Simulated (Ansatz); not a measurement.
(111) slab cut from the bulk of AlNi, 15 Å of vacuum:

```yaml
crystal:
  lattice:
    - [4.04771, 0.00000, 0.00000]
    - [-2.02386, 3.50542, 0.00000]
    - [0.00000, 0.00000, 25.74107]
  atoms:
    - { symbol: Ni, position: [0.33333, 0.66667, 0.29136] }
    - { symbol: Al, position: [0.66667, 0.33333, 0.32346] }
    - { symbol: Ni, position: [0.00000, 0.00000, 0.35556] }
    - { symbol: Al, position: [0.33333, 0.66667, 0.38766] }
    - { symbol: Ni, position: [0.66667, 0.33333, 0.41976] }
    - { symbol: Al, position: [0.00000, 0.00000, 0.45185] }
    - { symbol: Ni, position: [0.33333, 0.66667, 0.48395] }
    - { symbol: Al, position: [0.66667, 0.33333, 0.51605] }
    - { symbol: Ni, position: [0.00000, 0.00000, 0.54815] }
    - { symbol: Al, position: [0.33333, 0.66667, 0.58024] }
    - { symbol: Ni, position: [0.66667, 0.33333, 0.61234] }
    - { symbol: Al, position: [0.00000, 0.00000, 0.64444] }
    - { symbol: Ni, position: [0.33333, 0.66667, 0.67654] }
    - { symbol: Al, position: [0.66667, 0.33333, 0.70864] }
```

The calculation used DFT PBEsol, scalar-relativistic, plane waves, PAW in Ansatz 0.2.0. Settings: cutoff 420 eV, Γ-centred mesh 9×9×1 on the computed 14-atom cell, Gaussian smearing of 0.10 eV; no spin polarisation. The cell repeats along c with a dipole correction in the vacuum.

This base run converges in 14 iterations with a largest force of 1.542 eV/Å and a work function of 4.35 eV on the top face.

One setting at a time is then changed, some of them on purpose to poor values; changes count from the base run, energies are extrapolated to zero smearing, γ keeps the base's bulk energy, atoms stay where they are, a change of functional drops any dispersion correction, and risky runs are capped at 50 to 100 iterations.

Question: What does each change do? dipole ramp at c = 0.749; vacuum of 3 Å; the slab thinned to 10 atoms (same faces, atoms at the bulk's places); field of 0.1 V/Å along c; functional LDA; functional r2SCAN (500 eV); cutoff 300 eV.

Answer:
```tsv
change	outcome	SCF iterations	ΔE (meV/atom)	Δγ (J/m²)	Δφ top (eV)	largest force (eV/Å)	largest change of a force (eV/Å)
dipole ramp at c = 0.749	converged with warnings	24	+56.5	+0.447		3.055	2.820
vacuum of 3 Å	converged with warnings	15	-44.6	-0.352		0.753	1.389
the slab thinned to 10 atoms (same faces, atoms at the bulk's places)	converged	12	+124.9	+0.006	+0.16	1.540	
field of 0.1 V/Å along c	converged with warnings	16	-0.3			1.546	0.007
functional LDA	converged	11			+0.13	1.858	0.315
functional r2SCAN (500 eV)	converged	12			+0.01	1.544	0.069
cutoff 300 eV	converged with warnings	13	+171.2		0.00	1.456	0.086
```

The ramp of the dipole correction has to lie in the vacuum; near the atoms its field pushes on them.

In some of the runs (ramp position 0.749, vacuum 3) charge leaks into the vacuum, so their work functions can be off.

Cost: 8 runs of about 14 core-minutes in all, on Arm Neoverse V1 (shared hosts).